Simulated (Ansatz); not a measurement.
HfO2 (tetragonal-ZrO2 type, space group P4_2/nmc)

```yaml
crystal:
  lattice:
    - [3.56707, 0.00000, 0.00000]
    - [0.00000, 3.56707, 0.00000]
    - [0.00000, 0.00000, 5.16596]
  atoms:
    - { symbol: Hf, position: [0.00000, 0.00000, 0.00000] }
    - { symbol: Hf, position: [0.50000, 0.50000, 0.50000] }
    - { symbol: O, position: [0.00000, 0.50000, 0.20010] }
    - { symbol: O, position: [0.00000, 0.50000, 0.70010] }
    - { symbol: O, position: [0.50000, 0.00000, 0.29990] }
    - { symbol: O, position: [0.50000, 0.00000, 0.79990] }
```

Scan: atom 4 (O, nearest neighbour Hf at 2.061 Å; its periodic images, 3.6 Å or more away, move with it) is displaced along Cartesian z, direction (0.000, 0.000, 1.000) in Cartesian axes, by s. The other atoms stay.

Calculation: PBEsol (plane waves to 420 eV, PAW, scalar-relativistic; Ansatz, an electronic-structure program). k mesh 8×8×5 (Γ-centred), Fermi-Dirac smearing 0.05 eV. E stands for the smeared free energy. HfO2 is run without spin polarisation. HfO2 was relaxed with its symmetry unable to fall. Spin-orbit coupling is left out, though Hf is heavy. This is a high-temperature form of HfO2. ΔE is measured from the undisplaced structure.

| s (Å) | ΔE (meV/cell) |
|---|---|
| -0.410 | 1219 |
| -0.328 | 772 |
| -0.246 | 429 |
| -0.164 | 188 |
| -0.082 | 47 |
| 0.000 | 0 |
| 0.082 | 46 |
| 0.164 | 181 |
| 0.246 | 405 |
| 0.328 | 717 |
| 0.410 | 1116 |

What force constant k = d²E/ds² at s = 0 does the table give?

14 eV/Å². It is the second difference of the nearest points, corrected with the next pair.

With k = 13.72 eV/Å² from the forces, is the well harmonic out to s = 0.410 Å?

½ks² = 1153 meV/cell against the computed 1116 meV/cell, so the well is close to harmonic there.

(For displaced atoms, the force is minus the slope of the energy, and its curvature is a force constant, which sets phonon frequencies.)
